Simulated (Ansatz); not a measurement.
**What DFT gives for BPb₃**

```
CELL_PARAMETERS angstrom
3.70402 0.00000 0.00000
1.85201 -5.96809 0.00000
0.00000 0.00000 -9.30235
ATOMIC_POSITIONS crystal
B 0.74400 0.51200 0.75000
B 0.25600 0.48800 0.25000
Pb 0.42620 0.14760 0.75000
Pb 0.57380 0.85240 0.25000
Pb 0.13450 0.73100 0.93800
Pb 0.86550 0.26900 0.43800
Pb 0.86550 0.26900 0.06200
Pb 0.13450 0.73100 0.56200
```

Method: r2SCAN, no spin polarisation; PAW, plane waves to 500 eV, 10×10×4 Γ-centred mesh, fermi-dirac occupations (width 0.1 eV) (Ansatz 0.2.0), atoms fixed.

Q: What does the stress say?

A: The pressure is -2.5 GPa (compression positive), so with the atoms held at these fractions the cell would first shrink; the forces are large, so a full relaxation may end otherwise.

Q: What do density and ELF say about some of the short contacts?

A: B–Pb at 2.86 Å: least valence density 0.22 e/Å³ and ELF 0.45 there. Both are smooth PAW fields, read partly inside the augmentation spheres.

Q: What is the formation energy?

A: 0.75 eV an atom against the elements' usual phases (free molecules for gases, crystals otherwise, with no correction for O₂ or N₂), so at this geometry it isn't bound against them. Relaxing would lower it.

Q: Which atom feels the largest force, and which way?

A: The largest is on Pb3 (and as large on other atoms): 0.81 eV/Å, components (0.00, -0.81, 0.00). It makes 40° with the line to a nearest neighbour, B1 at 2.86 Å, pointing towards it.

Q: Which element gives electrons and which takes them?

A: Bader charges in e: B -0.66, Pb +0.19 to +0.24. In the mean Pb gives up most and B takes most, against the order of Pauling's electronegativities.

Q: What happens at the Fermi level?

A: It is a metal, with about 4.3 states/eV a cell as the mean within 0.25 eV of the Fermi level, mostly Pb p (57 %) and B p (28 %).

Origin: a known structure type with other elements, at an estimated volume, so it need not be a known compound.
